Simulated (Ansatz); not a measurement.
**BiP: from a first guess to the relaxed zincblende type**

First guess:

```yaml
crystal:
  lattice:
    - [0.00000, 3.06184, 3.06184]
    - [3.06184, 0.00000, 3.06184]
    - [3.06184, 3.06184, 0.00000]
  atoms:
    - { symbol: Bi, position: [0.00000, 0.00000, 0.00000] }
    - { symbol: P, position: [0.25000, 0.25000, 0.25000] }
```

Level of theory: Ansatz 0.2.0, DFT, PBE, PAW with Ansatz's default frozen-core files, scalar-relativistic.

Cell and atoms relax within the symmetry of the start on a 9×9×9 k mesh with 0.05 eV Fermi–Dirac smearing.

The start is built from a prototype, known or not as a phase of this compound; the cutoff is 420 eV.

No spin–orbit coupling, which matters for the heavy atoms here.

(1) What is the pressure of the first guess?

(2) What does it relax to?

(3) How much energy does the relaxation release?

Answers

(1) 11.06 GPa.

(2) a = 6.504 Å, b = 6.504 Å, c = 6.504 Å, α = 90.00°, β = 90.00°, γ = 90.00° (conventional cell), 34.39 Å³ per atom:
Space group F-43m (No. 216). a = 6.504 Å, b = 6.504 Å, c = 6.504 Å, α = 90.00°, β = 90.00°, γ = 90.00°
```json
{"atom": "Bi", "site": "4a", "symmetry": "-43m", "x": "0.0000", "y": "0.0000", "z": "0.0000"}
{"atom": "P", "site": "4d", "symmetry": "-43m", "x": "0.2500", "y": "0.2500", "z": "0.7500"}
```

(3) 171 meV/atom.
